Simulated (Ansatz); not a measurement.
Total density of states per atom from the program Ansatz at the PBE level (PAW), in 0.25 eV bins, energy from the Fermi level:

```
E (eV) | states/eV/atom
    -7.85 | ######### 0.41
    -7.60 | ###### 0.30
    -7.35 | ##### 0.23
    -7.10 | #### 0.18
    -6.85 | ### 0.14
    -6.60 | ## 0.11
    -6.35 | ## 0.08
    -6.10 | # 0.06
    -5.85 | # 0.04
    -5.60 |  0.02
    -5.35 |  0.00
    -5.10 |  0.00
    -4.85 |  0.00
    -4.60 |  0.00
    -4.35 |  0.00
    -4.10 |  0.00
    -3.85 | ################## 0.87
    -3.60 | ######################## 1.15
    -3.35 | ############################## 1.41
    -3.10 | ############################# 1.38
    -2.85 | ########################### 1.26
    -2.60 | ####################### 1.07
    -2.35 | ########### 0.54
    -2.10 | ###### 0.28
    -1.85 | #### 0.17
    -1.60 | ###### 0.30
    -1.35 | ######## 0.37
    -1.10 | ######### 0.44
    -0.85 | ########### 0.53
    -0.60 | ############### 0.71
    -0.35 | ####################### 1.10
    -0.10 | ############ 0.56
     0.15 | ########## 0.47
     0.40 | ########## 0.47
     0.65 | ############ 0.58
     0.90 | ############### 0.70
     1.15 | #################### 0.94
     1.40 | ########################## 1.23
     1.65 | ############### 0.71
     1.90 | ############# 0.60
     2.15 | ############### 0.73
     2.40 | ######################### 1.19
     2.65 | ############################ 1.30
     2.90 | ############################# 1.36
     3.15 | ################ 0.74
     3.40 | ########## 0.46
     3.65 | ###### 0.28
     3.90 | ## 0.11
     4.15 |  0.02
     4.40 | # 0.05
     4.65 | ##### 0.23
```

### Question
Which of these materials gives this?
(A) Sb, diamond
(B) Ga, diamond
(C) GaSb, P6_422 (Ga on 3c, Sb on 3d)
(D) V, diamond

### Answer
A, Sb, diamond. Within 0.5 eV of the Fermi level: Sb 5p 81 %, Sb 5s 15 %. Projections are on Löwdin-orthogonalised atomic valence shells; empty p or d shells of many metals are not among them.

Space group Fd-3m (diamond). The start of the workflow was typed in or built on a structure type; neither database checked (COD, Materials Project) lists it. It is not the phase usual at ambient conditions (space group No. 166). Symmetry was held in the PBE relaxation; whether a distortion lowers the energy is not shown. Scalar-relativistic: spin–orbit coupling is off unless named, which matters more the heavier the elements.

Potentials: the earlier of the program's two PAW sets.
